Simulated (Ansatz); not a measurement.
Question: Name crystals whose computed values (DFT-HSE06 in the program Ansatz with PAW potentials) fall in these windows: gap (eV) 4.0 to 5.1; B₀ by P(V) fit (GPa) 150 to 200.

Answer: 

| crystal | gap (eV) | B₀ by P(V) fit (GPa) |
|---|---|---|
| MgZnO2, R-3m (Mg on 3a, Zn on 3b, O on 6c) | 4.46 | 177 |
| Ga2O3, C2/m (Pearson symbol mS20) | 4.17 | 180 |
| BaZrO3, cubic perovskite | 4.72 | 165 |
| SrZrO3, cubic perovskite | 4.89 | 168 |
| MgO, P-6m2 (Mg on 1a, O on 1f) | 4.93 | 154 |
Others may fit too.

Built on a structure type that need not be the filed one of that space group: MgO, P-6m2 (Mg on 1a, O on 1f). Not the usual ambient phase: MgO, P-6m2 (Mg on 1a, O on 1f). Standing as an ambient phase not checked: MgZnO2, R-3m (Mg on 3a, Zn on 3b, O on 6c); SrZrO3, cubic perovskite. Perhaps ordered models of mixed-site phases: MgZnO2, R-3m (Mg on 3a, Zn on 3b, O on 6c). All cells were relaxed under the symmetry of their starts (and spin orders); stability against distortions was not tested throughout. Rows with no word on spin ran without spin polarisation. Spin–orbit coupling is left out wherever it is not named.

Potentials: the later of the program's two PAW sets.
